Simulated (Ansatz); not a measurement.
Data:

NbSb2:
```
CELL_PARAMETERS angstrom
      5.14197     1.83825     0.00000
     -5.14197     1.83825     0.00000
     -4.20971     0.00000     7.27089
ATOMIC_POSITIONS crystal
  Nb 0.84808 0.15192 0.80922
  Nb 0.15192 0.84808 0.19078
  Sb 0.59541 0.40459 0.89072
  Sb 0.40459 0.59541 0.10928
  Sb 0.14886 0.85114 0.53556
  Sb 0.85114 0.14886 0.46444
```

This is the r²SCAN-relaxed structure.

Problem. All from plane-wave PAW r²SCAN (Ansatz code), unless another level is named. Predict the electronic character.

Solution. metallic (no gap).

Problem. Predict the density of states at the Fermi level.

Solution. 0.10 states/eV per atom (mean over ±0.08 eV).

Problem. Give the formation energy from the elements (no fitted shifts).

Solution. -0.32 eV/atom.

Space group C2/m. The workflow started from a Materials Project entry (that database holds measured and hypothetical structures alike); the Crystallography Open Database files this formula in space group No. 12, but the cells were not matched. Whether it is the stable phase at ambient conditions was not checked. Symmetry was held in the r²SCAN relaxation; whether a distortion lowers the energy is not shown. The run is not spin-polarised. The references are the lowest solids computed at this level, not always the standard phases. Spin–orbit coupling is left out wherever it is not named.

Potentials: the later of the program's two PAW sets.
